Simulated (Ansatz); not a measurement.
The start is a generated cell, CuI built in the alpha-GeTe structure type. Cell shape, volume and atoms are optimised at zero target pressure with r2SCAN (plane waves to 500 eV, PAW, scalar-relativistic; Ansatz, a program for electronic structure). The first steps use a coarse 7×7×7 k-mesh.

Initial structure:
```yaml
crystal:
  lattice:
    - [2.00255, 1.15617, 3.42735]
    - [-2.00255, 1.15617, 3.42735]
    - [0.00000, -2.31234, 3.42735]
  atoms:
    - { symbol: Cu, position: [0.23760, 0.23760, 0.23760] }
    - { symbol: I, position: [0.76240, 0.76240, 0.76240] }
```

Question: Does the structure survive the relaxation? Give the final space group.

Answer: The space group goes from R3m (No. 160) to F-43m (No. 216); the end is zinc blende type, with 2 atoms in the primitive cell.

Question: By how much does the energy per atom fall from start to end?

Answer: 0.23 eV/atom.

Question: How does the volume per atom move from start to end?

Answer: +14.6 %, from 23.81 to 27.28 Å³/atom.

Question: How do the shortest distances between atoms change?

Answer: The closest pairs of elements (up to four, under 3.6 Å), start → end: Cu–I 2.73 → 2.61 Å.

Question: Is the relaxed structure metallic? Give its gap.

Answer: 1.67 eV, direct at Γ (no spin-orbit coupling).

Question: Write out the relaxed structure.

Answer: 
```cif
data_Cu4I4
_chemical_formula_sum 'Cu4 I4'
_space_group_name_H-M_alt 'F-43m'
_space_group_IT_number 216
_space_group_name_Hall 'F -4 2 3'
_cell_length_a 6.02078
_cell_length_b 6.02078
_cell_length_c 6.02078
_cell_angle_alpha 90.000
_cell_angle_beta 90.000
_cell_angle_gamma 90.000
loop_
_atom_site_label
_atom_site_type_symbol
_atom_site_symmetry_multiplicity
_atom_site_Wyckoff_symbol
_atom_site_fract_x
_atom_site_fract_y
_atom_site_fract_z
_atom_site_occupancy
Cu1 Cu 4 d 0.75000 0.75000 0.75000 1
I1 I 4 b 0.50000 0.50000 0.50000 1
```
(The calculation used a cell of 2 atoms; values per cell refer to that cell.)

Final values are on a 10×10×10 k-mesh of the relaxed cell. No spin polarisation in the result. Without spin-orbit coupling the bands of the heavy element are not split, so the gap can be far off.

The run could not lose the symmetry of its start.
